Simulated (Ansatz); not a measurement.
Consider the following.

ZrO2 (fluorite)

```cif
data_O2Zr
_chemical_formula_sum 'Zr1 O2'
_space_group_name_H-M_alt 'P 1'
_space_group_IT_number 1
_cell_length_a 3.59857
_cell_length_b 3.59857
_cell_length_c 3.59857
_cell_angle_alpha 60.000
_cell_angle_beta 60.000
_cell_angle_gamma 60.000
loop_
_space_group_symop_operation_xyz
  'x, y, z'
loop_
_atom_site_label
_atom_site_type_symbol
_atom_site_fract_x
_atom_site_fract_y
_atom_site_fract_z
_atom_site_occupancy
Zr1 Zr 0.00000 0.00000 0.00000 1
O1 O 0.25000 0.25000 0.25000 1
O2 O 0.75000 0.75000 0.75000 1
```

E(V) scan at fixed shape, V₀ the volume above. Symmetry pins the atoms to their sites.

All values below come from r2SCAN (plane waves to 500 eV, PAW, scalar-relativistic; Ansatz, an electronic-structure program). k mesh 11×11×11 (Γ-centred), Fermi-Dirac smearing 0.05 eV. E stands for the smeared free energy. Stress and pressure are positive under compression. The PAW data are Ansatz's earlier set. This is a high-temperature form of ZrO2. ZrO2 is run without spin polarisation. ZrO2 was relaxed with its symmetry unable to fall. The zero of ΔE is the relaxed starting cell.

The scan covers V/V₀ from 0.940 to 1.060 in 11 points.

### Question
What is the fitted pressure derivative B₀′?

### Answer
4.1.

### Question
What bulk modulus B₀ follows from a third-order Birch-Murnaghan fit?

### Answer
257 GPa.

(A scan under strain: stresses follow from slopes of the energy per volume, elastic moduli from its curvatures.)
